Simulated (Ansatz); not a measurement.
ZrTa in space group Pmma (No. 51; Ta on 2e, Zr on 2f) at seven volumes, plane-wave PAW PBEsol (Ansatz code), shape and atoms relaxed at each. One row is withheld.

| V (Å³/atom) | P (GPa) |
|---|---|
| 18.106 | 14.31 |
| 18.703 | ? |
| 19.300 | 4.17 |
| 19.897 | 0.00 |
| 20.493 | -3.64 |
| 21.090 | -6.69 |
| 21.687 | -9.26 |

### Question
Fit the shown pressures and predict the withheld one.

### Answer
Third-order Birch–Murnaghan: P = (3/2)B₀(x^(7/2) − x^(5/2))[1 + (3/4)(B′ − 4)(x − 1)] with x = (V₀/V)^(2/3). Least squares on the six rows gives V₀ = 19.895 Å³/atom, B₀ = 127.3 GPa, B′ = 3.78. At V = 18.703, x = 1.0420 and P = 8.84 GPa. The run itself gave 8.94 GPa.

The start of the workflow was typed in or built on a structure type; neither database checked (COD, Materials Project) lists it. Whether it is the stable phase at ambient conditions was not checked. The cell was relaxed with PBEsol under the symmetry of its start; its stability against distortions is not shown here. No spin polarisation was allowed. Its formation energy is positive at this level, so the cell may be metastable or incomplete. Scalar-relativistic: spin–orbit coupling is off unless named, which matters more the heavier the elements.

Potentials: the later of the program's two PAW sets.
